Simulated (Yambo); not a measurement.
G0W0@PBEsol for InSe (space group P6_3/mmc, No. 194) in Yambo. Reference settings: 3×3×1 Γ-centred k mesh, bands 21 to 370 and a 7 Ry block in the screening, 370 bands in G with the Bruneval-Gonze terminator, plasmon pole fitted at 27.2 eV. The PBEsol gap Γ → Γ on this mesh is 0.29 eV; G0W0 gaps are taken between the same points.

The settings were changed. The gap went from 1.05 eV to 1.04 eV, and the shift of the valence edge from -0.87 eV to -0.95 eV.

### Question
What was changed between the two runs?
A. 3 Ry block
B. no terminator
C. 244 bands in G
D. pole fitted at 55 eV

### Answer
D, pole fitted at 55 eV. The others gave (gap, valence shift): no terminator: 1.04, -0.78 eV; 3 Ry block: 0.92, -0.68 eV; 244 bands in G: 1.05, -0.85 eV.

The standard potentials for In, Se keep a d shell in the valence without the s and p states of that shell. In tests on such compounds this moved G0W0 gaps by up to about 0.9 eV, so absolute quasiparticle energies here are unreliable; differences between settings are what counts.

Spin-orbit coupling is not included.

Geometry relaxed with PBE+D3(BJ); primitive cell a = 4.0344 Å, b = 4.0344 Å, c = 16.8625 Å, α = 90.00°, β = 90.00°, γ = 120.00°.

A shift is the quasiparticle energy of the state minus its PBEsol energy.
